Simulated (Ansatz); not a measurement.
## Two states of BaTiS2

```
Ba Ti S
1.0
     4.28179    0.00000    0.00000
     0.00000    4.81824    0.00000
     0.00000    0.00000    9.48986
Ba Ti S
2 2 4
Direct
  0.25000 0.75000 0.32245
  0.75000 0.25000 0.67755
  0.75000 0.25000 0.09060
  0.25000 0.75000 0.90940
  0.75000 0.75000 0.05570
  0.25000 0.25000 0.94430
  0.75000 0.25000 0.34730
  0.25000 0.75000 0.65270
```

Method: r2SCAN; PAW, plane waves to 500 eV, 5×5×3 Γ-centred mesh, methfessel-paxton occupations (width 0.2311 eV) (Ansatz 0.2.0), atoms fixed. The cell carries a charge of -1 e on a uniform background.

State A: Ti3 up, Ti4 down (collinear spin). State B: Ti3 up, Ti4 up (collinear spin).

Task: Which state is lower, and how do they differ?

Result: State A is lower by 25.7 meV an atom at zero smearing.

```tsv
state	free energy (meV/atom)	largest moment in a small sphere (μB)	net moment (μB/cell)	gap on mesh (eV)	pressure (GPa)	largest force (eV/Å)
A	0.0	1.11	0.00	metal	n/a	0.63
B	26.0	1.06	3.41	metal	n/a	0.70
```

Origin: a known structure type with other elements, at an estimated volume, so it need not be a known compound. Caveats: charged cell with a uniform background; wide smearing.
